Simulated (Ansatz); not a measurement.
Relaxed-ion elastic tensor of SnPb4S5 in space group I4/mmm (No. 139; Pearson symbol tI20) in GPa (Voigt order), r²SCAN (plane waves, PAW; program Ansatz); density 7.00 g/cm³, 26.26 Å³ per atom.

|  | 1 | 2 | 3 | 4 | 5 | 6 |
|---|---|---|---|---|---|---|
| 1 | 98.6 | 57.2 | 17.1 | 0.0 | 0.0 | 0.0 |
| 2 | 57.2 | 98.6 | 17.1 | 0.0 | 0.0 | 0.0 |
| 3 | 17.1 | 17.1 | 137 | 0.0 | 0.0 | 0.0 |
| 4 | 0.0 | 0.0 | 0.0 | 20.0 | 0.0 | 0.0 |
| 5 | 0.0 | 0.0 | 0.0 | 0.0 | 20.0 | 0.0 |
| 6 | 0.0 | 0.0 | 0.0 | 0.0 | 0.0 | 60.8 |

Q: Is the crystal mechanically stable?

A: Yes: the smallest eigenvalue of C is 20.0 GPa.

Q: Work out the Voigt, Reuss and Hill averages.

A: K_V = 57.5, K_R = 57.5, K_H = 57.5; G_V = 36.4, G_R = 27.6, G_H = 32.0 GPa.

Q: Give Young's modulus, Poisson's ratio, Pugh's ratio and the universal anisotropy index.

A: E = 9KG/(3K + G) = 80.9 GPa; ν = 0.27; K/G = 1.80 (near the Pugh limit of 1.75, no verdict); A_U = 5G_V/G_R + K_V/K_R − 6 = 1.59.

Q: Estimate the sound speeds and the Debye temperature.

A: v_l = √((K + 4G/3)/ρ) = 3780 m/s, v_t = √(G/ρ) = 2140 m/s, mean 2380 m/s; Θ = (h/k)(3n/4πV)^(1/3) v_m = 238 K.

Q: Solve the Christoffel equation for the three sound speeds along x, y, z.

A: Eigenvalues of C_ijkl n_j n_l equal ρv². In km/s, slowest first: x 1.69, 2.95, 3.75; y 1.69, 2.95, 3.75; z 1.69, 1.69, 4.43.

Q: How much does each axis shrink under pressure?

A: Linear compressibilities β_i = Σ_j S_ij (j = 1 to 3): x 5.8, y 5.8, z 5.8 per TPa.

The workflow started from a Materials Project entry (that database holds measured and hypothetical structures alike); the Crystallography Open Database copy checked does not list it. Its standing as an ambient phase is unchecked. The cell was relaxed with r²SCAN under the symmetry of its start; whether a distortion lowers the energy is not shown. Scalar-relativistic: spin–orbit coupling is off unless named, which matters more the heavier the elements.

Potentials: the later of the program's two PAW sets.
